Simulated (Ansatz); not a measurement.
A geometry of AlIr away from equilibrium: step 2 of the relaxation of a relaxed AlIr cell, doubled along one cell vector, shaken by Gaussian noise of σ = 0.08 Å a coordinate. Computed with PBEsol (plane waves to 420 eV, PAW, scalar-relativistic; Ansatz, a quantum-chemistry and plane-wave program). Γ-centred k-mesh 12×12×4 on the run's cell (coarser than for final values), Fermi–Dirac smearing 0.05 eV.

```yaml
crystal:
  lattice:
    - [1.37202, -4.75522, 0.00142]
    - [1.44757, 4.77735, -0.00353]
    - [-0.00622, -0.00427, 8.23311]
  atoms:
    - { symbol: Al, position: [0.88024, 0.04340, 0.36911] }
    - { symbol: Al, position: [0.87898, 0.05858, 0.87234] }
    - { symbol: Al, position: [0.08612, 0.90476, 0.11979] }
    - { symbol: Al, position: [0.13170, 0.95986, 0.62533] }
    - { symbol: Ir, position: [0.67352, 0.37113, 0.37069] }
    - { symbol: Ir, position: [0.64547, 0.35007, 0.86442] }
    - { symbol: Ir, position: [0.32817, 0.63733, 0.11859] }
    - { symbol: Ir, position: [0.34638, 0.65536, 0.61007] }
```

Problem. Give the Cartesian forces on all atoms (eV/Å).

Solution. 
```csv
atom,Fx,Fy,Fz
Al1,0.47,0.21,-0.33
Al2,0.19,-0.05,-0.40
Al3,0.18,0.63,-0.18
Al4,-0.54,0.42,-0.80
Ir5,-0.15,-0.29,0.10
Ir6,0.36,-0.24,0.76
Ir7,-0.22,-0.55,0.18
Ir8,-0.30,-0.14,0.66
```

Problem. What is the pressure?

Solution. +2.2 GPa, compression positive.

Problem. How far above the relaxed end point is this geometry?

Solution. 0.34 eV/atom; the path ends in Pm-3m (No. 221) (CsCl type).

No spin polarisation in the result.

Of the parent cell (Cmcm (No. 63)): it is a generated cell of AlIr: the first start was made by placing the elements on the sites of a structure type, and the end was not matched to a known phase here, so it may be hypothetical.

The first start was generated by placing the elements on the sites of a structure type. Materials Project lists a structure of AlIr in the same space group, Pm-3m (No. 221); the sites were not compared with it, nor with measured phases.
